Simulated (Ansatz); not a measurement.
AlRu in space group R-3m (No. 166; Al on 3a, Ru on 3b) under volume change, DFT-PBE in the program Ansatz with PAW potentials, shape and atoms relaxed at each volume.

```json
[
 {"V (Å³/atom)": "12.914", "E − E(relaxed) (meV/atom)": "78.7", "P (GPa)": "21.53"},
 {"V (Å³/atom)": "13.340", "E − E(relaxed) (meV/atom)": "32.9", "P (GPa)": "13.13"},
 {"V (Å³/atom)": "13.765", "E − E(relaxed) (meV/atom)": "7.8", "P (GPa)": "6.02"},
 {"V (Å³/atom)": "14.191", "E − E(relaxed) (meV/atom)": "0.0", "P (GPa)": "0.00"},
 {"V (Å³/atom)": "14.617", "E − E(relaxed) (meV/atom)": "7.0", "P (GPa)": "-5.09"},
 {"V (Å³/atom)": "15.043", "E − E(relaxed) (meV/atom)": "26.4", "P (GPa)": "-9.39"},
 {"V (Å³/atom)": "15.468", "E − E(relaxed) (meV/atom)": "56.3", "P (GPa)": "-13.02"}
]
```

Question: What does a third-order Birch–Murnaghan fit give for V₀, B₀ and B′?

Answer: V₀ = 14.19 Å³/atom, B₀ = 184 GPa, B′ = 4.6.

The cell is a constructed one: a structure type filled with these elements; neither database checked (COD, Materials Project) lists it. COD files the formula under space group No. 221, so this cell is another polymorph or a model. Its standing as an ambient phase is unchecked. The PBE relaxation kept the symmetry of its start; whether a distortion lowers the energy is not shown. The run is not spin-polarised.

Potentials: the later of the program's two PAW sets.
